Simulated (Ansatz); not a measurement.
Starting cell, YPd2Si2 (space group I4/mmm):

```yaml
crystal:
  lattice:
    - [-2.04803, 2.04803, 4.95527]
    - [2.04803, -2.04803, 4.95527]
    - [2.04803, 2.04803, -4.95527]
  atoms:
    - { symbol: Y, position: [0.00000, 0.00000, 0.00000] }
    - { symbol: Si, position: [0.61688, 0.61688, 0.00000] }
    - { symbol: Si, position: [0.38312, 0.38312, 0.00000] }
    - { symbol: Pd, position: [0.75000, 0.25000, 0.50000] }
    - { symbol: Pd, position: [0.25000, 0.75000, 0.50000] }
```

In each cell atom 3 (Si, nearest neighbour Si at 2.317 Å; its periodic images, 4.1 Å or more away, move with it) moves by s·(0.000, 0.000, 1.000) (along Cartesian z), the rest being held.

All values below come from PBEsol (plane waves to 420 eV, PAW, scalar-relativistic; Ansatz, an electronic-structure program). k mesh 13×13×13 (Γ-centred), Fermi-Dirac smearing 0.05 eV. Energies are smeared free energies. Left out: 1 of 11 points, with atoms too close for the PAW data. With partly filled bands, energies and forces of such displacements shift with the k mesh and the smearing. YPd2Si2 is run without spin polarisation. YPd2Si2 was relaxed with its symmetry unable to fall. ΔE is measured from the undisplaced structure. The last digit holds for this mesh only.

```
s (Å)   ΔE (meV/cell)
------  -------------
-0.690         2422.5
-0.552         1641.7
-0.414          973.8
-0.276       withheld
-0.138          121.6
0.000             0.0
0.138           146.9
0.276           659.8
0.414          1714.6
0.552          3604.0
```

Problem. Fit a polynomial form (powers 2, 3, 4) to the given rows and predict ΔE at s = -0.276.

Solution. Least squares on the 9 given rows: ΔE = (7302)·s² + (5836)·s³ + (3906)·s⁴, in meV/cell with s in Å; root-mean-square residual 32.68 meV/cell. At -0.276 the fit gives 456.2 meV/cell; the calculation gives 456.9 meV/cell, so the interpolation is off by -0.7 (-0.2 %). The quadratic term alone would give 556.2 meV/cell.

(For displaced atoms, the force is minus the slope of the energy, and its curvature is a force constant, which sets phonon frequencies.)
